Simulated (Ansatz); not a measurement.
Theory: DFT PBE, scalar-relativistic, plane waves, PAW (Ansatz). All cells share a 420 eV cutoff and Γ-centred k meshes spaced at most about 0.3 Å⁻¹ (about 0.25 or finer for metals, 2π included). No spin polarisation in the final relaxations.

All energies are static (0 K, no zero-point motion).

Two relaxed structures of ZnSn2N3:

A.

```
CELL_PARAMETERS angstrom
2.97196 1.71586 2.75411
-2.97196 1.71586 2.75411
0.00000 -3.43172 2.75411
ATOMIC_POSITIONS crystal
Zn 0.00000 0.00000 0.00000
Sn 0.67400 0.67400 0.67400
Sn 0.32600 0.32600 0.32600
N 0.00000 0.50000 0.00000
N 0.50000 0.00000 0.00000
N 0.00000 0.00000 0.50000
```

B.

```
CELL_PARAMETERS angstrom
3.06247 -4.44270 0.00000
3.06247 4.44270 0.00000
0.00000 0.00000 3.43937
ATOMIC_POSITIONS crystal
Zn 0.00000 0.00000 0.00000
Sn 0.50000 0.00000 0.50000
Sn 0.00000 0.50000 0.50000
N 0.50000 0.50000 0.50000
N 0.79493 0.20507 0.00000
N 0.20507 0.79493 0.00000
```

Task: Which form is favoured at zero pressure, and by what margin per atom?

Result: A is lower, by 43 meV/atom. A has space group R-3m (No. 166), 14.0 Å³/atom and no gap on its mesh; B has space group Cmmm (No. 65), 15.6 Å³/atom and no gap. Counting N atoms around Sn and Zn (those within 1.25 times the shortest such distance or 1.15 times the sum of covalent radii; a plus sign parts nearer from farther groups), A has Zn 6, Sn 3 and B has Zn 2, Sn 4+2. The denser one is the lower, and pressure would at first widen the difference. Even the lower one lies +0.95 eV/atom against the reference forms of the elements (uncorrected), so neither is stable at this level. Both come from invented guesses. A third cell relaxed alike, in P1, lies 0.66 eV/atom below the lower of the two.

In R-3m, Cmmm an odd number of electrons in the primitive cell allows no gap without spin; a larger cell or a magnetic state could open one. Cells relaxed within their symmetry can be saddle points.
